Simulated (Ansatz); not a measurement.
Al2Ru:
Space group Fddd, origin choice 1 (No. 70); a = 4.7013 Å, b = 7.9756 Å, c = 8.7698 Å, α = 90.00°, β = 90.00°, γ = 90.00°

```tsv
atom	site	symmetry	x	y	z
Al	16f	.2.	0.0000	0.1711	0.0000
Ru	8b	222	0.5000	0.5000	0.5000
```
(The calculation used a cell of 6 atoms; values per cell refer to that cell.)

Relaxed with PBEsol.

Which orbitals make up the states near the band edges in plane-wave PAW PBEsol (Ansatz code)?

Top 1 eV of the valence band: Al 3p 53 %, Ru 4d 37 %, Al 3s 6 %. Bottom 1 eV of the conduction band: Ru 4d 58 %, Al 3p 33 %. Projections are on Löwdin-orthogonalised atomic valence shells; empty p or d shells of many metals are not among them.

Tabulate the density of states.

States/eV per cell of 6 atoms, in 0.25 eV bins, energy from the valence-band maximum.

| E (eV) | total | Ru 4d | Al 3p | Al 3s |
|---|---|---|---|---|
| -7.85 | 1.48 | 0.17 | 0.72 | 0.45 |
| -7.60 | 1.47 | 0.20 | 0.71 | 0.44 |
| -7.35 | 1.33 | 0.22 | 0.64 | 0.38 |
| -7.10 | 1.41 | 0.27 | 0.66 | 0.38 |
| -6.85 | 1.97 | 0.42 | 0.85 | 0.57 |
| -6.60 | 2.55 | 0.70 | 0.99 | 0.75 |
| -6.35 | 1.89 | 0.61 | 0.70 | 0.50 |
| -6.10 | 1.40 | 0.44 | 0.57 | 0.33 |
| -5.85 | 1.33 | 0.41 | 0.58 | 0.27 |
| -5.60 | 1.70 | 0.57 | 0.73 | 0.29 |
| -5.35 | 2.72 | 1.06 | 1.05 | 0.44 |
| -5.10 | 2.67 | 1.13 | 1.01 | 0.37 |
| -4.85 | 1.78 | 0.77 | 0.67 | 0.23 |
| -4.60 | 1.87 | 0.86 | 0.70 | 0.20 |
| -4.35 | 4.25 | 2.10 | 1.52 | 0.42 |
| -4.10 | 3.80 | 2.08 | 1.25 | 0.30 |
| -3.85 | 4.52 | 2.89 | 1.18 | 0.28 |
| -3.60 | 5.48 | 3.72 | 1.31 | 0.25 |
| -3.35 | 4.18 | 3.06 | 0.85 | 0.16 |
| -3.10 | 5.94 | 4.32 | 1.32 | 0.14 |
| -2.85 | 6.36 | 4.87 | 1.23 | 0.13 |
| -2.60 | 7.45 | 5.67 | 1.43 | 0.21 |
| -2.35 | 5.81 | 4.21 | 1.24 | 0.24 |
| -2.10 | 8.50 | 5.83 | 2.26 | 0.24 |
| -1.85 | 3.87 | 2.69 | 0.95 | 0.15 |
| -1.60 | 3.73 | 2.69 | 0.79 | 0.16 |
| -1.35 | 6.13 | 4.62 | 1.14 | 0.22 |
| -1.10 | 5.98 | 3.92 | 1.66 | 0.23 |
| -0.85 | 1.33 | 0.46 | 0.73 | 0.09 |
| -0.60 | 0.17 | 0.02 | 0.13 | 0.01 |
| -0.35 | 0.06 | 0.01 | 0.05 | 0.00 |
| -0.10 | 0.01 | 0.00 | 0.01 | 0.00 |
| 0.15 | 0.41 | 0.31 | 0.08 | 0.01 |
| 0.40 | 2.42 | 1.57 | 0.68 | 0.07 |
| 0.65 | 3.27 | 1.93 | 1.06 | 0.14 |
| 0.90 | 2.87 | 1.46 | 1.10 | 0.18 |
| 1.15 | 2.32 | 1.04 | 0.93 | 0.23 |
| 1.40 | 1.87 | 0.75 | 0.77 | 0.22 |
| 1.65 | 1.79 | 0.65 | 0.71 | 0.26 |
| 1.90 | 2.40 | 0.86 | 0.78 | 0.53 |
| 2.15 | 2.17 | 0.72 | 0.73 | 0.48 |
| 2.40 | 2.38 | 0.72 | 0.88 | 0.52 |
| 2.65 | 2.61 | 0.68 | 1.00 | 0.55 |
| 2.90 | 2.86 | 0.66 | 1.16 | 0.54 |
| 3.15 | 3.46 | 0.71 | 1.21 | 0.75 |
| 3.40 | 3.21 | 0.61 | 1.22 | 0.66 |
| 3.65 | 2.75 | 0.45 | 1.03 | 0.55 |
| 3.90 | 3.19 | 0.41 | 1.25 | 0.61 |
| 4.15 | 2.67 | 0.32 | 1.04 | 0.51 |
| 4.40 | 1.90 | 0.22 | 0.73 | 0.37 |
| 4.65 | 1.80 | 0.20 | 0.67 | 0.40 |
| 4.90 | 2.62 | 0.28 | 0.93 | 0.70 |

The first step of the workflow began from a Materials Project structure, measured or hypothetical; the Crystallography Open Database copy checked does not list it. With Al and Ru taken as one species the cell has the higher symmetry Fddd, so it may be an ordered model of a mixed-site phase. Its standing as an ambient phase is unchecked. The cell was relaxed with PBEsol under the symmetry of its start; phonons on a q-mesh show no instability. No spin polarisation was allowed. Spin–orbit coupling is left out wherever it is not named.

Potentials: the later of the program's two PAW sets.
